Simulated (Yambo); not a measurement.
Yambo run on BaO (NiAs type, space group P6_3/mmc, No. 194). The wavefunctions are norm-conserving LDA (Quantum ESPRESSO, 84 Ry, without SOC) ones on a 6×6×2 mesh (16 occupied bands); a = 3.6998 Å, b = 3.6998 Å, c = 6.4662 Å, α = 90.00°, β = 90.00°, γ = 120.00°.

Yambo input:

```
rim_cut
gw0
dyson
el_el_corr
HF_and_locXC
ppa
em1d
RandQpts= 1000000
RandGvec= 1 Ry
FFTGvecs= 20 Ry
EXXRLvcs= 84 Ry
VXCRLvcs= 336 Ry
Chimod= "HARTREE"
% BndsRnXp
 1 | 121 |
%
NGsBlkXp= 7 Ry
% LongDrXp
 1.0 | 1.0 | 1.0 |
%
PPAPntXp= 27.2114 eV
% GbndRnge
 1 | 121 |
%
GTermKind= "BG"
DysSolver= "n"
ExtendOut
% QPkrange
 7 | 7 | 16 | 17 |
 14 | 14 | 16 | 16 |
%
```

k points by index: 7 = M, 14 = H.

The o-*.qp file then holds:

```
#    K-point    Band    Eo [eV]    E [eV]    E-Eo [eV]    Vxc [eV]    Vnlxc [eV]    Sc|Eo [eV]    Sc|E [eV]    dSc/dw|Eo [eV]    Re(Z)    Im(Z)
#
    7    16    -0.021501    -0.531312    -0.509811    -17.67806    -22.09478    3.770228    3.906905    -7.293350    0.788625    -0.001382
    7    17    2.372743    3.040996    0.668253    -9.833698    -5.160622    -3.880862    -4.004823    -5.047033    0.843543    -0.950807E-3
    14    16    0.000000    -0.522725    -0.522725    -17.64501    -22.04825    3.741463    3.880513    -7.236728    0.789921    -0.001370
```
(The two width columns are left out.) Convergence of these settings isn't established.

Geometry relaxed with LDA.

This is not the ordinary phase of the substance; no match was found in the copy of COD used, and its stability was not checked.
